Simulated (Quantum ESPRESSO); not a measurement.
# AuPtZr4ReRu: input and log of a self-consistent run

Simulated, not a measurement. The program is pw.x of Quantum ESPRESSO 7.5 (plane-wave density functional theory). The cell is made up: eight metal atoms on a hexagonal close-packed lattice, with elements, volume, strain and displacements drawn at random and not relaxed, so it may be unstable or far from any real phase. PseudoDojo standard norm-conserving files set the functional (PBE unless stated); there is no spin polarisation or spin-orbit coupling, the Fermi-Dirac width of 0.25 eV means electrons at about 2900 K, and the masses in the input are unused placeholders. Heavy elements are run without spin-orbit coupling, which real alloys of them have. A spin test at this wide smearing found no moment, but such smearing suppresses magnetism that the real alloy may have.

Input:

```
&control calculation='scf', pseudo_dir='./dojo.nc.sr.pbe.v0_5.standard.upf', outdir='./o', disk_io='minimal', tprnfor=.true., tstress=.true. /
&system ibrav=0, nat=8, ntyp=5, nbnd=75, ecutwfc=84.00895049, nosym=.true., tot_charge=0,
 occupations='smearing', smearing='fd', degauss=0.0183746611
/
&electrons conv_thr=1.470e-08, electron_maxstep=70, mixing_beta=0.5 /
ATOMIC_SPECIES
Au 1.0 Au.upf
Pt 1.0 Pt.upf
Re 1.0 Re.upf
Ru 1.0 Ru.upf
Zr 1.0 Zr.upf
CELL_PARAMETERS angstrom
0.0 0.0 4.9563
6.1326 0.0 0.0
-3.0663 5.311 0.0
ATOMIC_POSITIONS angstrom
Au -0.119 -0.0771 0.0003
Pt -1.5536 2.6799 -0.052
Zr 3.0864 0.0613 0.042
Zr 1.5444 2.601 0.109
Re 0.0027 1.6307 2.4523
Zr -1.6025 4.4536 2.41
Zr 3.0211 1.7432 2.5137
Ru 1.3978 4.4804 2.5145
K_POINTS automatic
5 5 5 1 1 1
```

The log is shortened where brackets say so; the opening notice, blank lines, dates and the lines on written files are dropped, and the path of the files is cut. It prints rydbergs, bohrs and kilobars, and counts compression as positive stress. Its total energy is the free energy E - TS of the whole cell.

```
     Program PWSCF v.7.5
     Parallel version (MPI & OpenMP), running on       4 processor cores
     Number of MPI processes:                 4
     Threads/MPI process:                     1
     [start-up lines left out]
     bravais-lattice index     =            0
     lattice parameter (alat)  =       9.3660  a.u.
     unit-cell volume          =    1089.3693 (a.u.)^3
     number of atoms/cell      =            8
     number of atomic types    =            5
     number of electrons       =       116.00
     number of Kohn-Sham states=           75
     kinetic-energy cutoff     =      84.0090  Ry
     charge density cutoff     =     336.0358  Ry
     scf convergence threshold =      1.5E-08
     mixing beta               =       0.5000
     number of iterations used =            8  plain     mixing
     Exchange-correlation= PBE
                           (   1   4   3   4   0   0   0)
     [axes and pseudopotential details left out]
   Cartesian axes
     site n.     atom                  positions (alat units)
         1        Au     tau(   1) = (  -0.0240098  -0.0155560   0.0000605  )
         2        Pt     tau(   2) = (  -0.3134596   0.5407058  -0.0104917  )
         3        Zr     tau(   3) = (   0.6227226   0.0123681   0.0084741  )
         4        Zr     tau(   4) = (   0.3116034   0.5247866   0.0219922  )
         5        Re     tau(   5) = (   0.0005448   0.3290156   0.4947844  )
         6        Zr     tau(   6) = (  -0.3233259   0.8985735   0.4862498  )
         7        Zr     tau(   7) = (   0.6095474   0.3517140   0.5071727  )
         8        Ru     tau(   8) = (   0.2820249   0.9039808   0.5073341  )
     number of k points=    63  Fermi-Dirac smearing, width (Ry)=  0.0184
                       cart. coord. in units 2pi/alat
        k(    1) = (   0.0808189   0.1399821   0.1000000), wk =   0.0320000
        k(    2) = (   0.0808189   0.3266249   0.1000000), wk =   0.0320000
     [further k points left out]
     Dense  grid:   113377 G-vectors     FFT dimensions: (  60,  72,  72)
     Estimated max dynamical RAM per process >     480.34 MB
     Estimated total dynamical RAM >       1.80 GB
     Initial potential from superposition of free atoms
     starting charge     115.9892, renormalised to     116.0000
     Starting wfcs are   80 randomized atomic wfcs
     total cpu time spent up to now is        6.0 secs
     per-process dynamical memory:   386.8 Mb
     Self-consistent Calculation
     iteration #  1     ecut=    84.01 Ry     beta= 0.50
     Davidson diagonalization with overlap
     ethr =  1.00E-02,  avg # of iterations =  2.5
     total cpu time spent up to now is       19.0 secs
     total energy              =   -1336.18644013 Ry
     estimated scf accuracy    <       3.77916554 Ry
     iteration #  2     ecut=    84.01 Ry     beta= 0.50
     Davidson diagonalization with overlap
     ethr =  3.26E-03,  avg # of iterations =  3.0
     total cpu time spent up to now is       34.8 secs
     total energy              =   -1337.18728573 Ry
     estimated scf accuracy    <      14.50441606 Ry
     iteration #  3     ecut=    84.01 Ry     beta= 0.50
     Davidson diagonalization with overlap
     ethr =  3.26E-03,  avg # of iterations =  2.0
     total cpu time spent up to now is       47.4 secs
     total energy              =   -1338.18094915 Ry
     estimated scf accuracy    <       2.90012756 Ry
     iteration #  4     ecut=    84.01 Ry     beta= 0.50
     Davidson diagonalization with overlap
     ethr =  2.50E-03,  avg # of iterations =  1.0
     total cpu time spent up to now is       57.5 secs
     total energy              =   -1338.35969114 Ry
     estimated scf accuracy    <       0.67409046 Ry
     iteration #  5     ecut=    84.01 Ry     beta= 0.50
     Davidson diagonalization with overlap
     ethr =  5.81E-04,  avg # of iterations =  2.9
     total cpu time spent up to now is       69.0 secs
     total energy              =   -1338.37397998 Ry
     estimated scf accuracy    <       0.14576394 Ry
     [iterations 6 to 13 left out]
     iteration # 14     ecut=    84.01 Ry     beta= 0.50
     Davidson diagonalization with overlap
     ethr =  1.95E-09,  avg # of iterations =  4.8
     total cpu time spent up to now is      178.7 secs
     total energy              =   -1338.40614270 Ry
     estimated scf accuracy    <       0.00000060 Ry
     iteration # 15     ecut=    84.01 Ry     beta= 0.50
     Davidson diagonalization with overlap
     ethr =  5.16E-10,  avg # of iterations =  2.3
     total cpu time spent up to now is      190.3 secs
     total energy              =   -1338.40614276 Ry
     estimated scf accuracy    <       0.00000039 Ry
     iteration # 16     ecut=    84.01 Ry     beta= 0.50
     Davidson diagonalization with overlap
     ethr =  3.36E-10,  avg # of iterations =  1.9
     total cpu time spent up to now is      201.1 secs
     total energy              =   -1338.40614277 Ry
     estimated scf accuracy    <       0.00000051 Ry
     iteration # 17     ecut=    84.01 Ry     beta= 0.50
     Davidson diagonalization with overlap
     ethr =  3.36E-10,  avg # of iterations =  1.0
     total cpu time spent up to now is      211.1 secs
     total energy              =   -1338.40614281 Ry
     estimated scf accuracy    <       0.00000007 Ry
     iteration # 18     ecut=    84.01 Ry     beta= 0.50
     Davidson diagonalization with overlap
     ethr =  5.85E-11,  avg # of iterations =  1.8
     total cpu time spent up to now is      222.8 secs
     End of self-consistent calculation
     [lines on levels left out]
!    total energy              =   -1338.40614281 Ry
     estimated scf accuracy    <       0.00000001 Ry
     smearing contrib. (-TS)   =      -0.14832879 Ry
     internal energy E=F+TS    =   -1338.25781402 Ry
     The total energy is F=E-TS. E is the sum of the following terms:
     one-electron contribution =    -372.23893564 Ry
     hartree contribution      =     239.22712088 Ry
     xc contribution           =    -248.04807356 Ry
     ewald contribution        =    -957.19792570 Ry
     convergence has been achieved in  18 iterations
     Forces acting on atoms (cartesian axes, Ry/au):
     atom    1 type  1   force =     0.01070183    0.01937909   -0.00460857
     atom    2 type  2   force =     0.01450979   -0.00359178    0.00494578
     atom    3 type  5   force =     0.04727406   -0.04756806   -0.01481292
     atom    4 type  5   force =    -0.06409298    0.03781979   -0.01109525
     atom    5 type  3   force =     0.00117069    0.01149764    0.00469487
     atom    6 type  5   force =    -0.02561627   -0.04792721    0.01360348
     atom    7 type  5   force =     0.02705037    0.02409856    0.01060317
     atom    8 type  4   force =    -0.01099749    0.00629198   -0.00333056
     Total force =     0.126601     Total SCF correction =     0.000346
     Computing stress (Cartesian axis) and pressure
          total   stress  (Ry/bohr**3)                   (kbar)     P=      -98.29
  -0.00089439   0.00007227   0.00000442         -131.57       10.63        0.65
   0.00007227  -0.00061162  -0.00002782           10.63      -89.97       -4.09
   0.00000442  -0.00002782  -0.00049843            0.65       -4.09      -73.32
     init_run     :      5.67s CPU      5.84s WALL (       1 calls)
     electrons    :    212.36s CPU    216.85s WALL (       1 calls)
     forces       :      2.73s CPU      2.76s WALL (       1 calls)
     stress       :      8.10s CPU      8.27s WALL (       1 calls)
     [timing details left out]
     PWSCF        :   3m49.01s CPU   3m53.91s WALL
     JOB DONE.
```

In other units: free energy -18209.943 eV for the cell, pressure -9.83 GPa, largest force component 1.648 eV/Å in size. The run took 236 s of wall time with four MPI processes on a shared machine (AMD EPYC, Zen 5, virtual cores), so the time is rough. A rerun of this cell at a higher cutoff and on a denser mesh moved values by no more than 0.004 eV in energy, 0.02 GPa in stress and 0.007 eV/Å in force, and a second program with other atomic files agreed on that cell to 2 % rms in force and 0.5 GPa in pressure.